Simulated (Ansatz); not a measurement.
The start is a generated cell, NaF built in the rocksalt structure type. A full variable-cell relaxation at zero pressure is run with PBE (plane waves to 420 eV, PAW, scalar-relativistic; Ansatz, a quantum-chemistry and plane-wave program). The first steps use a coarse 8×8×8 k-mesh.

Starting cell:
```
NaF
1.0
    0.00000     2.35088     2.35088
    2.35088     0.00000     2.35088
    2.35088     2.35088     0.00000
F Na
1 1
Direct
  0.00000   0.00000   0.00000
  0.50000   0.50000   0.50000
```

- Band gap at the end = 6.09 eV, direct at Γ (no spin-orbit coupling)
- Optimiser moves = 0

Relaxed structure:

Space group Fm-3m (No. 225); a = b = c = 4.702 Å, α = β = γ = 90.00°

```json
[
 {"atom": "F", "site": "4a", "symmetry": "m-3m", "x": "0.0000", "y": "0.0000", "z": "0.0000"},
 {"atom": "Na", "site": "4b", "symmetry": "m-3m", "x": "0.5000", "y": "0.5000", "z": "0.5000"}
]
```
(The calculation used a cell of 2 atoms; values per cell refer to that cell.)

Final values are on a 12×12×12 k-mesh of the relaxed cell. No spin polarisation in the result.

The run could not lose the symmetry of its start; a randomly shaken copy of 2 atoms returns to this structure.

All atoms sit on sites fixed by symmetry, so only the cell could relax.
